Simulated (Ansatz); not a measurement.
SnO$_{2}$:
```xyz
6
Lattice="4.7202 0.0000 0.0000 0.0000 4.7202 0.0000 0.0000 0.0000 3.1887" Properties=species:S:1:pos:R:3 pbc="T T T"
Sn     2.3601     2.3601     1.5944
Sn     0.0000     0.0000     0.0000
O      0.9154     3.8048     1.5944
O      3.8048     0.9154     1.5944
O      3.2754     3.2754     0.0000
O      1.4447     1.4447     0.0000
```

Relaxed with LDA.

Task: Give the optical modes at the zone centre with their infrared and Raman activity from DFPT, LDA (plane waves, PAW; program Ansatz).

Result: Transverse frequencies, without the LO–TO term; a row sums one degenerate level.

| ω (cm⁻¹) | degeneracy | IR ((D/Å)²/amu) | Raman (Å⁴/amu) | activity | symmetry |
|---|---|---|---|---|---|
| 104 | 1 | 0.00 | 0 | silent | B1g |
| 146 | 1 | 0.00 | 0 | silent | B1u |
| 224 | 2 | 19.45 | 0 | IR | Eu |
| 280 | 2 | 4.67 | 0 | IR | Eu |
| 349 | 1 | 0.00 | 0 | silent | A2g |
| 459 | 1 | 37.58 | 0 | IR | A2u |
| 466 | 2 | 0.00 | 2.5 | Raman | Eg |
| 558 | 1 | 0.00 | 0 | silent | B1u |
| 595 | 2 | 44.32 | 0 | IR | Eu |
| 626 | 1 | 0.00 | 46 | Raman | A1g |
| 755 | 1 | 0.00 | 13 | Raman | B2g |

Task: How high does the top mode go among those that the LO–TO term moves?

Result: 732 cm⁻¹ for q along x, 732 cm⁻¹ for q along y, 669 cm⁻¹ for q along z.

Space group P4_2/mnm (rutile). Symmetry was held in the LDA relaxation; phonons on a q-mesh show no instability. Scalar-relativistic: spin–orbit coupling is off unless named, which matters more the heavier the elements.

Potentials: the earlier of the program's two PAW sets.
